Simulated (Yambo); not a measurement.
```
CELL_PARAMETERS angstrom
      3.19280     0.00000     0.00000
     -1.59640     2.76505     0.00000
      0.00000     0.00000    16.10000
ATOMIC_POSITIONS crystal
  S  0.00000 0.00000 0.90373
  S  0.00000 0.00000 0.09627
  W  0.66667 0.33333 0.00000
```

Response from Yambo on PBEsol (pw.x of Quantum ESPRESSO, ONCV potentials, scalar-relativistic) bands: 24×24×1 mesh, 38 bands, 2 Ry local-field block, 0.2 eV broadening.

Q: Give the static in-plane polarisability without and with local fields.

A: 
| field along | α(0), independent particles (Å) | α(0), RPA with local fields (Å) | screening length 2πα (Å) |
|---|---|---|---|
| x | 6.62 | 6.35 | 39.9 |
Electronic (clamped-ion) response only. Spin-orbit coupling, left out here, changes gap and response of such heavy elements. Convergence of the RPA response with its 24×24×1 mesh was not tested.

Geometry strained from the cell relaxed with PBEsol, atoms relaxed again.
